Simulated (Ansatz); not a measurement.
ZnGeO$_{3}$ in space group R-3 (No. 148; Zn on 6c, Ge on 6c, O on 18f), the program Ansatz at the r²SCAN level (PAW). The conduction-band minimum lies at Γ, with 1 equivalent valley. Second derivatives d²E/dk² of the lowest band at one valley (eV·Å²), along Cartesian directions:

| direction | d²E/dk² |
|---|---|
| [100] | 30.12 |
| [010] | 30.12 |
| [001] | 29.03 |
| [110] | 30.12 |
| [101] | 29.58 |
| [011] | 29.58 |

Question: Find the principal effective masses, the density-of-states mass and the conductivity mass.

Answer: Off-diagonal terms follow from H_xy = H[110] − (H_xx + H_yy)/2, and m*/mₑ = 7.620 eV·Å² over each eigenvalue: 0.25, 0.25, 0.26. One valley's DOS mass (m₁m₂m₃)^(1/3) = 0.26, conductivity mass 3/(Σ 1/mᵢ) = 0.26 mₑ.

Question: What effective density of states Nc follows at 300 K for parabolic valleys?

Answer: Nc = 2.509e19 × 1 × (0.26)^(3/2) ≈ 3.3e18 cm⁻³.

The first step of the workflow began from a Materials Project structure, measured or hypothetical; the Crystallography Open Database copy checked does not list it. Whether it is the stable phase at ambient conditions was not checked. Symmetry was held in the r²SCAN relaxation; whether a distortion lowers the energy is not shown. Spin–orbit coupling is left out wherever it is not named.

Potentials: the later of the program's two PAW sets.

Edges and masses are those of Kohn–Sham bands, whose gap is no quasiparticle gap.
